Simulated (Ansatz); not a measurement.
Pd:
```yaml
crystal:
  lattice:
    - [0.00000, 1.97107, 1.97107]
    - [1.97107, 0.00000, 1.97107]
    - [1.97107, 1.97107, 0.00000]
  atoms:
    - { symbol: Pd, position: [0.00000, 0.00000, 0.00000] }
```

Relaxed with PBE. Special points in fractions of this cell's reciprocal vectors: Γ (0.000, 0.000, 0.000); X (0.500, 0.000, 0.500); U (0.625, 0.250, 0.625); K (0.375, 0.375, 0.750); L (0.500, 0.500, 0.500); W (0.500, 0.250, 0.750).

Question: List the band energies nearest the Fermi level at these points for plane-wave PAW PBE (Ansatz code).

Answer: In eV from the Fermi level; about four levels below and three above (degenerate sets whole), none deeper than 8.9 eV; … stands for higher levels left out; points with the same levels are listed once.

| k | below | above |
|---|---|---|
| Γ | -6.87 -2.67 -2.67 -2.67 | … |
| X | -5.08 -4.81 -0.05 | 0.27 0.27 … |
| U | -3.91 -1.85 -0.90 -0.15 | … |
| L | -2.72 -2.72 -0.02 -0.02 | … |
| W | -4.07 -3.19 -3.19 -1.24 | 0.27 … |

Space group Fm-3m (fcc (Cu type)). The PBE relaxation kept the symmetry of its start. The run is not spin-polarised. Scalar-relativistic: spin–orbit coupling is off unless named, which matters more the heavier the elements.

Potentials: the later of the program's two PAW sets.
